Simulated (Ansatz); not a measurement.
Relaxed TaAs (NbAs type, space group I4_1md):

```yaml
crystal:
  lattice:
    - [-1.73159, 1.73159, 5.86738]
    - [1.73159, -1.73159, 5.86738]
    - [1.73159, 1.73159, -5.86738]
  atoms:
    - { symbol: Ta, position: [0.99912, 0.99912, 0.00000] }
    - { symbol: Ta, position: [0.74912, 0.24912, 0.50000] }
    - { symbol: As, position: [0.41688, 0.41688, 0.00000] }
    - { symbol: As, position: [0.16688, 0.66688, 0.50000] }
```

In this cell atom 4 (As, nearest neighbour Ta at 2.622 Å; its periodic images, 3.5 Å or more away, move with it) is moved by s along Cartesian [110], unit vector (0.707, 0.707, 0.000); all other atoms and the cell stay fixed.

The numbers are results of PBE (plane waves to 420 eV, PAW, scalar-relativistic; Ansatz, a first-principles code), not measurements. k mesh 15×15×15 (Γ-centred), Fermi-Dirac smearing 0.05 eV. Energies are smeared free energies. With partly filled bands, energies and forces of such displacements shift with the k mesh and the smearing. At this level the bands of TaAs touch or barely overlap. Spin-orbit coupling is left out, though Ta is heavy. TaAs is run without spin polarisation. TaAs was relaxed with its symmetry unable to fall. The PAW data are Ansatz's earlier set. The zero of ΔE is the undisplaced structure. The last digit holds for this mesh only.

```json
[
 {"s (Å)": "-0.260", "ΔE (meV/cell)": "430.3"},
 {"s (Å)": "-0.208", "ΔE (meV/cell)": "269.0"},
 {"s (Å)": "-0.156", "ΔE (meV/cell)": "148.4"},
 {"s (Å)": "-0.104", "ΔE (meV/cell)": "65.0"},
 {"s (Å)": "-0.052", "ΔE (meV/cell)": "16.1"},
 {"s (Å)": "0.000", "ΔE (meV/cell)": "0.0"},
 {"s (Å)": "0.052", "ΔE (meV/cell)": "16.1"},
 {"s (Å)": "0.104", "ΔE (meV/cell)": "65.0"},
 {"s (Å)": "0.156", "ΔE (meV/cell)": "148.4"},
 {"s (Å)": "0.208", "ΔE (meV/cell)": "269.0"},
 {"s (Å)": "0.260", "ΔE (meV/cell)": "430.3"}
]
```

### Question
What force constant k = d²E/ds² at s = 0 does the table give?

### Answer
12 eV/Å². It is the second difference of the nearest points, corrected with the next pair.

### Question
With k = 11.87 eV/Å² from the forces, is the well harmonic out to s = 0.260 Å?

### Answer
½ks² = 401 meV/cell against the computed 430 meV/cell, so the well is stiffer than harmonic there.

(For displaced atoms, the force is minus the slope of the energy, and its curvature is a force constant, which sets phonon frequencies.)
